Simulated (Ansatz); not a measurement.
Relaxed WC (WC type, space group P-6m2):

```yaml
crystal:
  lattice:
    - [5.84370, 0.00000, 0.00000]
    - [-1.46093, 2.53040, 0.00000]
    - [0.00000, 0.00000, 2.84710]
  atoms:
    - { symbol: W, position: [0.00000, 0.00000, 0.00000] }
    - { symbol: W, position: [0.50000, 0.00000, 0.00000] }
    - { symbol: C, position: [0.33333, 0.33333, 0.50000] }
    - { symbol: C, position: [0.83333, 0.33333, 0.50000] }
```

The atoms are displaced by Q × the pattern below (from a DFPT mode at M = (0.5, 0.0, 0.0), largest move 1; Q in Å), at fixed cell. (q is in reciprocal vectors of the primitive cell; the cell shown is doubled to hold the pattern.)

```
atom       x       y      z
----  ------  ------  -----
W1     0.017  -0.029  0.000
W2    -0.017   0.029  0.000
C3     0.500  -0.866  0.000
C4    -0.500   0.866  0.000
```

The numbers are results of PBE (plane waves to 420 eV, PAW, scalar-relativistic; Ansatz, a program for electronic structure), not measurements. k mesh 9×18×16 (Γ-centred), Fermi-Dirac smearing 0.05 eV. Energies are smeared free energies. With partly filled bands, energies and forces of such displacements shift with the k mesh and the smearing. Spin-orbit coupling is left out, though W is heavy. WC is run without spin polarisation. WC was relaxed with its symmetry unable to fall. The zero of ΔE is the undisplaced structure. The last digit holds for this mesh only.

| Q (Å) | ΔE (meV/cell) |
|---|---|
| -0.2800 | 1217.6 |
| -0.2333 | 848.0 |
| -0.1867 | 543.9 |
| -0.1400 | withheld |
| -0.0933 | 136.5 |
| -0.0467 | 34.2 |
| 0.0000 | 0.0 |
| 0.0467 | 34.2 |
| 0.0933 | 136.5 |
| 0.1400 | withheld |
| 0.1867 | 543.9 |
| 0.2333 | 848.0 |
| 0.2800 | 1217.6 |

Question: Fit an even polynomial form (powers 2, 4, 6) to the given rows and predict ΔE at Q = 0.1400.

Answer: Least squares on the 11 given rows: ΔE = (15660)·Q² + (-1388)·Q⁴ + (-3951)·Q⁶, in meV/cell with Q in Å; root-mean-square residual 0.25 meV/cell. At 0.1400 the fit gives 306.4 meV/cell; the calculation gives 306.5 meV/cell, so the interpolation is off by -0.1 (-0.0 %). The quadratic term alone would give 306.9 meV/cell.

(A displaced cell: forces are minus the slopes of the energy, force constants its curvatures, and phonons follow from these.)
